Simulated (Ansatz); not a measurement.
## GaSb at 8 GPa (stress–strain coefficients): relaxed-ion elastic tensor

All numbers below come from Ansatz, DFT LDA, scalar-relativistic, plane waves, PAW. Settings: 420 eV plane-wave cutoff, Γ-centred 12×12×12 mesh, fixed occupations. No spin polarisation.

The cell, relaxed at 8 GPa:
```yaml
crystal:
  lattice:
    - [0.00000, 2.91514, 2.91514]
    - [2.91514, 0.00000, 2.91514]
    - [2.91514, 2.91514, 0.00000]
  atoms:
    - { symbol: Ga, position: [0.00000, 0.00000, 0.00000] }
    - { symbol: Sb, position: [0.75000, 0.75000, 0.75000] }
```

Spin–orbit coupling is left out, which matters for heavy elements. The real crystal has changed phase below this pressure. The bands were filled as in an insulator; under compression the gap may have closed between mesh points.

Task: Give the relaxed-ion elastic constants (GPa, Voigt order xx yy zz yz xz xy, on the axes of the cell above).

Result:
C11 = 122.7, C12 = 75.6, C13 = 75.6, C22 = 122.7, C23 = 75.6, C33 = 122.7, C44 = 47.0, C55 = 47.0, C66 = 47.0 GPa; the others vanish.

Task: Is the crystal stable against homogeneous strain?

Result: Yes: the least eigenvalue of the tensor is 47.0 GPa.

Task: And the moduli of a polycrystal (Hill averages)?

Result: B = 91 GPa, G = 36 GPa, E = 95 GPa, ν = 0.33.

Cost: 1 run of about 1.6 core-minutes, on AMD EPYC 9R45 (Zen 5) (shared hosts).